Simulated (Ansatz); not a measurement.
GaBi (rock salt), relaxed with PBEsol (Ansatz, a quantum-chemistry and plane-wave program, plane waves, PAW): a = b = c = 5.8859 Å, α = β = γ = 90.00°.

* **ΔH_f (eV/atom)**: 0.10
* **B₀ by P(V) fit (GPa)**: 56.3
* **highest Γ mode, no LO–TO term (cm⁻¹)**: 111

Question: The same phase is relaxed and computed with PBE in the same code. What are the cell and these values now?

Answer: a = b = c = 5.998 Å, α = β = γ = 90.00°.

* **ΔH_f (eV/atom)**: 0.12
* **B₀ by P(V) fit (GPa)**: 47.6
* **highest Γ mode, no LO–TO term (cm⁻¹)**: 99

Constructed cells (a structure type filled with these elements, in neither database checked): GaBi, rock salt. All cells were relaxed under the symmetry of their starts (and spin orders); stability against distortions was not tested throughout. Spin–orbit coupling is left out wherever it is not named.

Potentials: the later of the program's two PAW sets.

Ansatz is a plane-wave DFT program.

Formation energies count from the lowest solids of the elements computed at the same level, not from gases.
